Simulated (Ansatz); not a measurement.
# MnSb, single point

The cell (8 atoms) is MnSb as an experimental structure (space group P6_3/mmc, primitive cell doubled). Source: COD entry 1539183, which need not be the ambient phase.

These are results of Ansatz development build ahead of 0.2.0, DFT, PBE, PAW, plane waves, scalar-relativistic, not measurements.

Input:

```yaml
crystal:
  lattice:
    - [4.15700104, 0.0, 0.0]
    - [-2.07850052, 3.6000685, 0.0]
    - [0.0, 0.0, 11.53]
  atoms:
    - { symbol: Sb, position: [0.3333333, 0.6666667, 0.125] }
    - { symbol: Sb, position: [0.3333333, 0.6666667, 0.625] }
    - { symbol: Sb, position: [0.6666667, 0.3333333, 0.375] }
    - { symbol: Sb, position: [0.6666667, 0.3333333, 0.875] }
    - { symbol: Mn, position: [0.0, 0.0, 0.0], spin: 4.5, spin_axis: [2.581, 0.0, 3.686] }
    - { symbol: Mn, position: [0.0, 0.0, 0.5], spin: 4.5, spin_axis: [2.581, 0.0, 3.686] }
    - { symbol: Mn, position: [0.0, 0.0, 0.25], spin: 4.5, spin_axis: [2.581, 0.0, -3.686] }
    - { symbol: Mn, position: [0.0, 0.0, 0.75], spin: 4.5, spin_axis: [2.581, 0.0, -3.686] }
hamiltonian:
  xc: pbe
  pseudopotentials: { kind: paw }
  noncollinear_xc: locally_collinear
basis:
  ecutwfc: 420
kpoints:
  mp_grid: { grid: [4, 4, 2] }
scf:
  occupations: { method: fermi_dirac, width: 0.1 }
  lower_state_search: "off"
  max_iter: 150
output:
  forces: true
  stress: true
  write_density: true
  write_potential: true
  elf: true
  volumetric_format: npy
magnetization:
  noncollinear: true
```

The run was started with:
```sh
ansatz run input.yaml --threads 4 --pin off --max-ram 9216MiB --backend cpu --events-out ev --progress --plain --runs-dir out
```

Output (shortened):

```
Pseudopotentials: kind: paw
Pseudopotential: Sb, paw, valence charge 15, recommended cutoff 420 eV (normal), Sb.paw.azcp
Pseudopotential: Mn, paw, valence charge 15, recommended cutoff 420 eV (normal), Mn.paw.azcp
Functional definition: PBE
Crystal: 8 atoms, lattice volume = 172.552 Å³
Basis set: ecut = 420 eV, 3345 PW (Γ), exchange–correlation on 60×60×160 points (8 copies of the dense FFT grid, shifted against one another)
Bands: 144, of which v1, the nominal top of the filled ones, is band 120 counted from 1 (119 counted from 0)
Symmetry: 48 space group operations + 48 with time reversal
Moments: of one size on atoms that these operations exchange, one fixing the others by the rotation that the starting moments gave each, and all in one plane where the starting moments lie in one or along one axis (crystal.symmetry.detect: false holds none)
k-points: 8 of 32
Non-local potential: Sb, projectors of the file, l = 0: 2, l = 1: 2, l = 2: 2, l = 3: 2
Non-local potential: Mn, projectors of the file, l = 0: 3, l = 1: 2, l = 2: 3, l = 3: 1
Initial density: superposition of atomic densities (chi_scale 0.1, normalization cell)
Starting moments: Σ|m| = 18 μB on 4 of 8 sites
Initial wavefunctions: pseudopotential atomic-orbital guess
Functional: x = pbe(κ = 0.804, μ = 0.2195149727645171), c = pbe(β = 0.06672455060314922)
SCF iter   1: F=—  HF=-41532.564693 eV  |F-HF|=—  |Δ(HF+E_count)|=         —  Δρ=7.92e-2  dr2=9.99e0  dr2_m=3.41e0  ethr=3.10e-3  |M|=7.83e0 ∫|m|=1.48e1 μB  |m|>n=0.0e0 m-floor=0.0e0 τ_xc=4.4e-3  β_m=0.30  ⟨swp⟩=6.4  Hψ=4127  notcnv=0
preconditioner: auto → Kerker (q_TF=auto, 2.568 Å⁻¹)  [metal: Δε(μ)=0.088 eV  Ē_g=5.283 eV  σ=0.100 eV  W_gap=0.21  n_scr=50 (ndim 8)  ℏωp=19.6 eV  f_vac=0.000  D(μ)=5.97/eV (n_scr^D=50)]
spin=Noncollinear: Kerker preconditioning applied to the charge; magnetization (m_x, m_y, m_z) channels mix plain (no charge-response kernel on spin).
SCF iter   2: F=—  HF=-41532.371428 eV  |F-HF|=—  |Δ(HF+E_count)|=   1.93e-1  Δρ=5.63e-2  dr2=8.26e-1  dr2_m=1.71e0  ethr=3.10e-3  |M|=8.08e0 ∫|m|=1.52e1 μB  |m|>n=0.0e0 m-floor=0.0e0 τ_xc=5.8e-3  β_m=0.30  ⟨swp⟩=3.0  Hψ=1879  notcnv=0  defer=9
SCF iter   3: F=—  HF=-41532.707262 eV  |F-HF|=—  |Δ(HF+E_count)|=   3.36e-1  Δρ=4.28e-2  dr2=5.38e-1  dr2_m=9.73e-1  ethr=6.89e-4  |M|=8.04e0 ∫|m|=1.52e1 μB  |m|>n=0.0e0 m-floor=0.0e0 τ_xc=2.4e-2  β_m=0.30  ⟨swp⟩=2.2  Hψ=1335  notcnv=0  defer=4
SCF iter   4: F=—  HF=-41532.838010 eV  |F-HF|=—  |Δ(HF+E_count)|=   1.31e-1  Δρ=2.69e-2  dr2=7.84e-2  dr2_m=3.77e-1  ethr=4.49e-4  |M|=8.16e0 ∫|m|=1.54e1 μB  |m|>n=0.0e0 m-floor=0.0e0 τ_xc=5.4e-2  β_m=1.00  ⟨swp⟩=2.9  Hψ=2194  notcnv=0  defer=4
SCF iter   5: F=—  HF=-41532.989457 eV  |F-HF|=—  |Δ(HF+E_count)|=   1.51e-1  Δρ=2.27e-2  dr2=2.55e-2  dr2_m=2.05e-1  ethr=6.54e-5  |M|=8.19e0 ∫|m|=1.53e1 μB  |m|>n=0.0e0 m-floor=0.0e0 τ_xc=1.4e-1  β_m=0.30  ⟨swp⟩=2.1  Hψ=1908  notcnv=0
SCF iter   6: F=—  HF=-41533.025404 eV  |F-HF|=—  |Δ(HF+E_count)|=   3.59e-2  Δρ=1.85e-2  dr2=9.24e-3  dr2_m=1.36e-1  ethr=2.13e-5  |M|=8.14e0 ∫|m|=1.52e1 μB  |m|>n=0.0e0 m-floor=0.0e0 τ_xc=1.4e-1  β_m=0.30  ⟨swp⟩=2.0  Hψ=2068  notcnv=0
Mixer restart at iter 6: flushing history
spin-set hold released at iteration 6 (site moments contracting): the magnetisation degrees of freedom join the quasi-Newton model from the next iteration; the mixer history was flushed
SCF iter   7: F=—  HF=-41533.048063 eV  |F-HF|=—  |Δ(HF+E_count)|=   2.27e-2  Δρ=1.52e-2  dr2=1.71e-3  dr2_m=9.25e-2  ethr=7.70e-6  |M|=8.13e0 ∫|m|=1.52e1 μB  |m|>n=0.0e0 m-floor=0.0e0 τ_xc=1.5e-1  β_m=0.60  ⟨swp⟩=2.0  Hψ=2041  notcnv=0
SCF iter   8: F=—  HF=-41533.095759 eV  |F-HF|=—  |Δ(HF+E_count)|=   4.77e-2  Δρ=6.17e-3  dr2=6.67e-2  dr2_m=8.58e-3  ethr=1.42e-6  |M|=8.16e0 ∫|m|=1.50e1 μB  |m|>n=0.0e0 m-floor=0.0e0 τ_xc=1.5e-1  β_m=0.56  ⟨swp⟩=3.1  Hψ=2397  notcnv=0
SCF iter   9: F=—  HF=-41533.089253 eV  |F-HF|=—  |Δ(HF+E_count)|=   6.51e-3  Δρ=2.48e-3  dr2=7.76e-4  dr2_m=2.71e-3  ethr=1.42e-6  |M|=8.24e0 ∫|m|=1.50e1 μB  |m|>n=0.0e0 m-floor=0.0e0 τ_xc=1.6e-1  β_m=0.63  ⟨swp⟩=3.0  Hψ=2477  notcnv=0
[... 19 iterations left out ...]
SCF iter  29: F=—  HF=-41533.175020 eV  |F-HF|=—  |Δ(HF+E_count)|=   4.88e-4  Δρ=1.70e-2  dr2=5.67e-3  dr2_m=2.20e-1  ethr=9.30e-8  |M|=1.21e1 ∫|m|=1.55e1 μB  |m|>n=0.0e0 m-floor=0.0e0 τ_xc=1.8e-1  β_m=0.07  ⟨swp⟩=3.0  Hψ=2454  notcnv=0
SCF iter  30: F=—  HF=-41533.172925 eV  |F-HF|=—  |Δ(HF+E_count)|=   2.09e-3  Δρ=1.18e-2  dr2=1.72e-3  dr2_m=7.04e-2  ethr=9.30e-8  |M|=1.13e1 ∫|m|=1.52e1 μB  |m|>n=0.0e0 m-floor=0.0e0 τ_xc=1.7e-1  β_m=0.02  ⟨swp⟩=4.0  Hψ=3663  notcnv=0
SCF iter  31: F=—  HF=-41533.184541 eV  |F-HF|=—  |Δ(HF+E_count)|=   1.16e-2  Δρ=1.48e-2  dr2=4.16e-3  dr2_m=1.56e-1  ethr=9.30e-8  |M|=1.20e1 ∫|m|=1.54e1 μB  |m|>n=0.0e0 m-floor=0.0e0 τ_xc=1.7e-1  β_m=0.00  ⟨swp⟩=4.0  Hψ=3180  notcnv=0
SCF iter  32: F=—  HF=-41533.198354 eV  |F-HF|=—  |Δ(HF+E_count)|=   1.38e-2  Δρ=7.18e-3  dr2=7.50e-3  dr2_m=2.50e-2  ethr=9.30e-8  |M|=1.12e1 ∫|m|=1.48e1 μB  |m|>n=0.0e0 m-floor=0.0e0 τ_xc=1.8e-1  β_m=0.01  ⟨swp⟩=4.0  Hψ=3703  notcnv=0
SCF iter  33: F=—  HF=-41533.303267 eV  |F-HF|=—  |Δ(HF+E_count)|=   1.05e-1  Δρ=5.62e-3  dr2=7.10e-3  dr2_m=1.97e-2  ethr=9.30e-8  |M|=1.28e1 ∫|m|=1.51e1 μB  |m|>n=0.0e0 m-floor=0.0e0 τ_xc=2.0e-1  β_m=0.04  ⟨swp⟩=4.8  Hψ=4032  notcnv=0
SCF iter  34: F=—  HF=-41533.323999 eV  |F-HF|=—  |Δ(HF+E_count)|=   2.07e-2  Δρ=4.86e-3  dr2=6.69e-3  dr2_m=1.76e-2  ethr=9.30e-8  |M|=1.31e1 ∫|m|=1.51e1 μB  |m|>n=0.0e0 m-floor=0.0e0 τ_xc=2.1e-1  β_m=0.19  ⟨swp⟩=4.0  Hψ=3012  notcnv=0
SCF iter  35: F=—  HF=-41533.335419 eV  |F-HF|=—  |Δ(HF+E_count)|=   1.14e-2  Δρ=4.41e-3  dr2=1.20e-2  dr2_m=1.33e-2  ethr=9.30e-8  |M|=1.32e1 ∫|m|=1.49e1 μB  |m|>n=0.0e0 m-floor=0.0e0 τ_xc=1.9e-1  β_m=0.05  ⟨swp⟩=4.0  Hψ=3256  notcnv=0
SCF iter  36: F=—  HF=-41533.351389 eV  |F-HF|=—  |Δ(HF+E_count)|=   1.60e-2  Δρ=4.03e-3  dr2=1.13e-2  dr2_m=8.96e-3  ethr=9.30e-8  |M|=1.33e1 ∫|m|=1.50e1 μB  |m|>n=0.0e0 m-floor=0.0e0 τ_xc=1.8e-1  β_m=0.14  ⟨swp⟩=4.0  Hψ=3059  notcnv=0
SCF iter  37: F=—  HF=-41533.324140 eV  |F-HF|=—  |Δ(HF+E_count)|=   2.72e-2  Δρ=1.32e-2  dr2=1.88e-2  dr2_m=7.29e-2  ethr=9.30e-8  |M|=1.31e1 ∫|m|=1.48e1 μB  |m|>n=0.0e0 m-floor=0.0e0 τ_xc=1.5e-1  ⟨swp⟩=5.2  Hψ=7548  notcnv=0
Mixer restart at iter 37: flushing history
iteration 37: the SCF's residuals had fallen too slowly under its mixing. It goes on by minimising its free energy, and can end on another state than longer mixing would; under `scf.algorithm: density_mixing` no SCF does so, but by `scf.convergence.dm_fallback`
SCF iter  38: F=—  HF=-41533.352759 eV  |F-HF|=—  |Δ(HF+E_count)|=   2.86e-2  Δρ=2.38e-3  dr2=8.13e-4  dr2_m=4.14e-3  ethr=9.30e-8  |M|=1.33e1 ∫|m|=1.51e1 μB  |m|>n=0.0e0 m-floor=0.0e0 τ_xc=8.8e-2  ⟨swp⟩=5.2  Hψ=7336  notcnv=0
SCF iter  39: F=—  HF=-41533.362195 eV  |F-HF|=—  |Δ(HF+E_count)|=   9.44e-3  Δρ=1.43e-3  dr2=1.30e-4  dr2_m=8.38e-4  ethr=9.30e-8  |M|=1.34e1 ∫|m|=1.51e1 μB  |m|>n=0.0e0 m-floor=0.0e0 τ_xc=6.5e-2  ⟨swp⟩=5.4  Hψ=6516  notcnv=0
SCF iter  40: F=—  HF=-41533.365873 eV  |F-HF|=—  |Δ(HF+E_count)|=   3.68e-3  Δρ=3.90e-4  dr2=2.42e-5  dr2_m=7.13e-5  ethr=9.30e-8  |M|=1.34e1 ∫|m|=1.51e1 μB  |m|>n=0.0e0 m-floor=0.0e0 τ_xc=3.7e-2  ⟨swp⟩=4.4  Hψ=6390  notcnv=0
SCF iter  41: F=—  HF=-41533.365740 eV  |F-HF|=—  |Δ(HF+E_count)|=   1.33e-4  Δρ=7.24e-5  dr2=5.08e-7  dr2_m=2.22e-6  ethr=2.02e-8  |M|=1.34e1 ∫|m|=1.51e1 μB  |m|>n=0.0e0 m-floor=0.0e0 τ_xc=1.0e-2  ⟨swp⟩=3.5  Hψ=4144  notcnv=0
SCF iter  42: F=—  HF=-41533.365741 eV  |F-HF|=—  |Δ(HF+E_count)|=   1.56e-6  Δρ=3.40e-5  dr2=2.28e-7  dr2_m=4.73e-7  ethr=4.24e-10  |M|=1.34e1 ∫|m|=1.51e1 μB  |m|>n=0.0e0 m-floor=0.0e0 τ_xc=4.6e-3  ⟨swp⟩=2.6  Hψ=4191  notcnv=0
SCF iter  43: F=—  HF=-41533.365741 eV  |F-HF|=—  |Δ(HF+E_count)|=   2.81e-7  Δρ=1.61e-5  dr2=2.16e-8  dr2_m=1.07e-7  ethr=8.33e-11  |M|=1.34e1 ∫|m|=1.51e1 μB  |m|>n=0.0e0 m-floor=0.0e0 τ_xc=2.4e-3  ⟨swp⟩=6.8  Hψ=8144  notcnv=0
SCF iter  44: F=-41533.365741 eV  HF=-41533.365741 eV  |F-HF|=6.58e-7  |Δ(HF+E_count)|=   2.26e-7  Δρ=4.79e-6  dr2=4.60e-10  dr2_m=1.05e-8  ethr=1.80e-11  |M|=1.34e1 ∫|m|=1.51e1 μB  |m|>n=0.0e0 m-floor=0.0e0 τ_xc=5.3e-3  ⟨swp⟩=6.0  Hψ=7658  notcnv=0
SCF iter  45: F=-41533.365741 eV  HF=-41533.365741 eV  |F-HF|=6.58e-7  |Δ(HF+E_count)|=  7.28e-12  Δρ=4.79e-6  dr2=4.60e-10  dr2_m=1.05e-8  ethr=1.00e-12  |M|=1.34e1 ∫|m|=1.51e1 μB  |m|>n=0.0e0 m-floor=0.0e0 τ_xc=5.3e-3  ⟨swp⟩=5.0  Hψ=8032  notcnv=0
SCF 1 converged in 45 iterations: F = -41533.365741 eV  dr2 = 4.60e-10
  greatest PAW one-centre occupation: 1.000 electrons in one spin orbital (limit 2), on the Mn atom at site 5 (counted from 0), in its partial waves of l = 1
SCF converged after 45 iterations
Stability not checked: this state was not tested for a lower state beside it, because this non-collinear magnet's GGA is evaluated by the locally collinear projection, under which the energy is not smooth in the magnetisation (locally_collinear_gga; see scf.lower_state_search)
Magnetization: |M| = 13.4357 μB,  M = (+13.4357, +0.0000, -0.0000) μB
Absolute magnetization: 15.1490 μB (∫|m|, with the PAW one-centre terms)
  site 0: m = (-0.1231, +0.0000, -0.0000) μB, |m| = 0.1231 μB  (R = 1.15 Å)
  site 1: m = (-0.1231, +0.0000, -0.0000) μB, |m| = 0.1231 μB  (R = 1.15 Å)
  site 2: m = (-0.1231, -0.0000, -0.0000) μB, |m| = 0.1231 μB  (R = 1.15 Å)
  site 3: m = (-0.1231, -0.0000, +0.0000) μB, |m| = 0.1231 μB  (R = 1.15 Å)
  site 4: m = (+3.4339, +0.0000, +0.0008) μB, |m| = 3.4339 μB  (R = 1.15 Å)
  site 5: m = (+3.4339, +0.0000, +0.0008) μB, |m| = 3.4339 μB  (R = 1.15 Å)
  site 6: m = (+3.4339, -0.0000, -0.0008) μB, |m| = 3.4339 μB  (R = 1.15 Å)
  site 7: m = (+3.4339, -0.0000, -0.0008) μB, |m| = 3.4339 μB  (R = 1.15 Å)
Free energy (F): -41533.365741 eV
Harris-Foulkes:  -41533.365741 eV  (|F-HF|=6.58e-7)
Internal energy: -41533.253288 eV  (E = F + TS)
E sigma→0 (E₀):  -41533.309515 eV
Entropy (-TS):   -0.112452 eV (-14.057 meV/atom)
Fermi energy:    12.057982 eV
--- Per-component energies (eV) ---
  E_band       = -1675.712897
  E_kinetic    = 2038.769390
  E_local      = -14830.458301  (includes V_loc(G=0)·N_el)
  E_nonlocal   = 2444.453368
  E_hartree    = 6420.454602
  E_xc         = -1002.073522
  E_vxc        = -958.733506  (∫ρ·V_xc dr)
  E_paw        = -23524.964748  (= ΣΔE_a)
  E_vpaw       = -3210.654475  (= ΣTr[D̂ρ^β])
  E_aug_tail   = -0.000044  (compensation charges beyond the density's cutoff)
  E_ewald      = -13079.434035
  E_smearing   = -0.112452  (= −TS)
  E_closure    = 0.000000  (closes the sum)
  Σ components = -41533.365741   (vs F -41533.365741, Δ=0.00e0)
--- Forces (eV/Å), atoms counted from 1 ---
  atom   1  Sb     0.00000000    -0.00000000     0.00000000
  atom   2  Sb     0.00000000    -0.00000000    -0.00000000
  atom   3  Sb    -0.00000000     0.00000000     0.00000000
  atom   4  Sb    -0.00000000     0.00000000     0.00000000
  atom   5  Mn    -0.00000000     0.00000000     0.00000000
  atom   6  Mn    -0.00000000    -0.00000000     0.00000000
  atom   7  Mn    -0.00000000     0.00000000     0.00000000
  atom   8  Mn    -0.00000000    -0.00000000    -0.00000000
  max |Σ_I F_I| component: 6.36e-18 eV/Å
--- Stress (GPa, compression-positive) ---
       -2.877408       0.000000       0.000000
       -0.000000      -2.877408       0.000000
        0.000000       0.000000      -4.193501
  P = ⅓ Tr σ = -3.3161 GPa (-33.161 kbar)
--- Band table (eV; the first three rows and the last of 8) ---
k-point 0: bands = ["-69.0095", "-69.0060", "-69.0060", "-69.0024", "-65.3492", "-65.3451", "-65.3451", "-65.3410", "-37.8492", "-37.8492", "-37.8453", "-37.8453", "-37.8453", "-37.8453", "-37.8414", "-37.8414", "-37.6364", "-37.5952", "-37.5952", "-37.5538", "-34.2040", "-34.2040", "-34.1992", "-34.1992", "-34.1992", "-34.1992", "-34.1944", "-34.1944", "-34.1629", "-34.1143", "-34.1143", "-34.0655", "-16.8310", "-16.8310", "-16.8212", "-16.8212", "-16.8212", "-16.8212", "-16.8153", "-16.8142", "-16.8142", "-16.8133", "-16.8079", "-16.8079", "-16.8064", "-16.8064", [...]
k-point 1: bands = ["-69.0085", "-69.0085", "-69.0034", "-69.0034", "-65.3480", "-65.3480", "-65.3422", "-65.3422", "-37.8481", "-37.8481", "-37.8481", "-37.8481", "-37.8426", "-37.8426", "-37.8426", "-37.8426", "-37.6244", "-37.6244", "-37.5660", "-37.5660", "-34.2026", "-34.2026", "-34.2026", "-34.2026", "-34.1958", "-34.1958", "-34.1958", "-34.1958", "-34.1486", "-34.1486", "-34.0798", "-34.0798", "-16.8283", "-16.8283", "-16.8283", "-16.8283", "-16.8150", "-16.8150", "-16.8136", "-16.8136", "-16.8128", "-16.8128", "-16.8128", "-16.8128", "-16.8037", "-16.8037", [...]
k-point 2: bands = ["-69.0095", "-69.0060", "-69.0060", "-69.0024", "-65.3492", "-65.3451", "-65.3451", "-65.3410", "-37.8499", "-37.8494", "-37.8459", "-37.8459", "-37.8455", "-37.8455", "-37.8419", "-37.8416", "-37.6363", "-37.5952", "-37.5952", "-37.5538", "-34.2049", "-34.2041", "-34.2000", "-34.2000", "-34.1994", "-34.1994", "-34.1951", "-34.1947", "-34.1627", "-34.1142", "-34.1142", "-34.0655", "-16.8316", "-16.8290", "-16.8247", "-16.8247", "-16.8208", "-16.8208", "-16.8153", "-16.8125", "-16.8123", "-16.8099", "-16.8099", "-16.8076", "-16.8071", "-16.8046", [...]
k-point 7: bands = ["-69.0084", "-69.0084", "-69.0034", "-69.0034", "-65.3480", "-65.3480", "-65.3422", "-65.3422", "-37.8491", "-37.8491", "-37.8486", "-37.8486", "-37.8434", "-37.8434", "-37.8431", "-37.8431", "-37.6242", "-37.6242", "-37.5659", "-37.5659", "-34.2040", "-34.2040", "-34.2033", "-34.2033", "-34.1971", "-34.1971", "-34.1966", "-34.1966", "-34.1484", "-34.1484", "-34.0798", "-34.0798", "-16.8317", "-16.8317", "-16.8257", "-16.8257", "-16.8223", "-16.8223", "-16.8103", "-16.8103", "-16.8093", "-16.8093", "-16.8084", "-16.8084", "-16.8073", "-16.8073", [...]
```

The mesh is too coarse to rank close states of a metal with certainty: differences of some tens of meV/atom may change, at times in sign. The program warns that the starting moments weren't kept.

The run took 3.6 min on 4 threads of Intel(R) Xeon(R) Platinum 8259CL CPU @ 2.50GHz (Skylake/Cascade Lake) (shared host), peak memory 2.1 GiB.
